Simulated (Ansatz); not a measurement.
Data sheet: ZnAg (DFT)

ZnAg:
```
CELL_PARAMETERS angstrom
      3.05465     0.00000     0.00000
      0.00000     3.05465     0.00000
      0.00000     0.00000     3.32161
ATOMIC_POSITIONS crystal
  Zn 0.50000 0.50000 0.50000
  Ag 0.00000 0.00000 0.00000
```

Space group P4/mmm (No. 123), L1₀ or tetragonal B2; conventional cell a = b = 3.055 Å, c = 3.322 Å, α = β = γ = 90.00°.

Method: DFT-r²SCAN in the program Ansatz with PAW potentials. Structure relaxed to zero pressure with the same functional. Other levels are named where they apply.

**Cell and energy**

| Quantity | Result |
|---|---|
| Volume per atom | 15.50 Å³ |
| Density | 9.28 g/cm³ |
| Formation energy from the elements (no fitted shifts) | -3.0 kJ/mol of atoms |

**Electronic structure**

| Property | Result |
|---|---|
| Electronic character | metallic (no gap) |
| Density of states at the Fermi level | 0.24 states/eV per atom (mean over ±0.08 eV) |
| Gap with spin–orbit coupling | none (metallic) |

**Mechanics**

| Quantity | Result |
|---|---|
| Bulk modulus (Birch–Murnaghan fit) | 107 GPa |
| Pressure derivative B′ | 5.5 |
| Elastic constants (relaxed ions, GPa) | C11 = 125, C12 = 94.8, C13 = 106, C33 = 106, C44 = 64.7, C66 = 51.4 |
| Mechanical stability | stable (all eigenvalues of C positive) |

**Phonons**

| Property | Result |
|---|---|
| Highest zone-centre frequency | 163 cm^-1 |
| Zone-centre stability | no imaginary mode at Γ |

**Charges**

| Property | Result |
|---|---|
| Bader charges | Zn +0.30, Ag -0.30 e |

The first step of the workflow began from a Materials Project structure, measured or hypothetical; the Crystallography Open Database copy checked does not list it. COD files the formula under space group No. 221. Its standing as an ambient phase is unchecked. The cell keeps a stress of up to 0.2 GPa. Symmetry was held in the r²SCAN relaxation. No spin polarisation was allowed. As this level gives no gap, shear constants depend on the k-mesh and smearing (Fermi–Dirac, 0.1 eV here). As this level gives no gap, phonon frequencies hold no LO–TO term and depend on the k-mesh and smearing (Fermi–Dirac, 0.1 eV here). Axis ratios of metals converge slowly with the k-mesh, so a and c are less sure than the volume. The references are the lowest solids computed at this level, not always the standard phases. Spin–orbit coupling is left out wherever it is not named.

Potentials: the later of the program's two PAW sets.
